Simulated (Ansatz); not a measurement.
## Magnetic orders of CoBi₃

Theory: DFT r2SCAN, scalar-relativistic, plane waves, PAW (Ansatz 0.2.0).

```
Bi Co
1.0
     0.00000    3.75525    3.75525
     3.75525    0.00000    3.75525
     3.75525    3.75525    0.00000
Bi Co
3 1
Direct
  0.25000 0.25000 0.25000
  0.75000 0.75000 0.75000
  0.50000 0.50000 0.50000
  0.00000 0.00000 0.00000
```

```
plane-wave cutoff                               : 500 eV
Γ-centred k-mesh                                : 10×10×10
occupation rule                                 : Gaussian smearing, 0.1 eV
list of starting moments (μB, in atom order)    : 0 0 0 2
check for lower electronic states after the SCF : off
```

All runs keep this geometry, which isn't relaxed for the lowest state (largest force there 0.000 eV/Å, pressure 2.1 GPa) and needn't be a stable compound; relaxing each order can shift differences of a few meV. r2SCAN tends to overstate moments in metals, so a weak moment here may be absent in the real material. Site moments are spin moments in atom-centred spheres that scale with the neighbour distance. The states are those that the runs reached from these starts; a lower one can exist. No antiferromagnetic start is among these.

Starts tried: no spin; ferromagnetic. Which state comes out lowest, and what are the moments?

The lowest state is ferromagnetic, reached from the start “ferromagnetic”, with site moments (μB) Co +2.16.

| start | ends | energy above lowest (meV/atom) | site moments (μB) | gap on mesh (eV) | P (GPa) |
| --- | --- | --- | --- | --- | --- |
| no spin | non-magnetic | 237 | none over 0.05 | metal | -2.7 |
| ferromagnetic | ferromagnetic | 0.00 | Co +2.16 | metal | 2.1 |

Cost: 2 runs of about 2.9 core-minutes in all, on Arm Neoverse V1 (shared hosts).